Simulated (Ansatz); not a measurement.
**What DFT gives for Bi₂SbBrO₄**

```xyz
8
Lattice="3.9509 0.0000 0.0000 0.0000 3.9509 0.0000 0.0000 0.0000 9.2624" Properties=species:S:1:pos:R:3 pbc="T T T"
Bi    1.9754    1.9754    6.7004
Bi    1.9754    1.9754    2.5620
Sb    0.0000    0.0000    0.0000
Br    0.0000    0.0000    4.6312
O     1.9754    0.0000    7.7804
O     0.0000    1.9754    7.7804
O     1.9754    0.0000    1.4820
O     0.0000    1.9754    1.4820
```

Method: r2SCAN, no spin polarisation; PAW, plane waves to 500 eV, 7×7×3 Γ-centred mesh, fermi-dirac occupations (width 0.1 eV) (Ansatz 0.2.0), atoms fixed.

(1) Give the Bader charges.

(2) Describe some of the short contacts.

(3) Metal or insulator? Give the gap.

(4) What does the stress say?

Origin: a known structure type with other elements, at an estimated volume, so it need not be a known compound. Caveats: no spin-orbit coupling, which can shift this gap by tenths of an eV.

## Answers

(1) Bader charges in e: Bi +1.86, Sb +1.97, Br -0.72, O -1.24. In the mean Sb gives up most and O takes most.

(2) Bi–O at 2.25 Å: least valence density 0.53 e/Å³ and ELF 0.25 there. Sb–O at 2.47 Å: least valence density 0.32 e/Å³ and ELF 0.25 there. Br–Bi at 3.48 Å: least valence density 0.09 e/Å³ and ELF 0.09 there, a closed-shell (ionic or weak) contact. These are pseudo-fields; inside the PAW spheres they differ from the all-electron ones.

(3) The gap is 0.91 eV, indirect (the least direct gap found is 1.67 eV). A semilocal functional usually gives too small a gap.

(4) The pressure is -2.7 GPa (compression positive), so with the atoms held at these fractions the cell would first shrink.
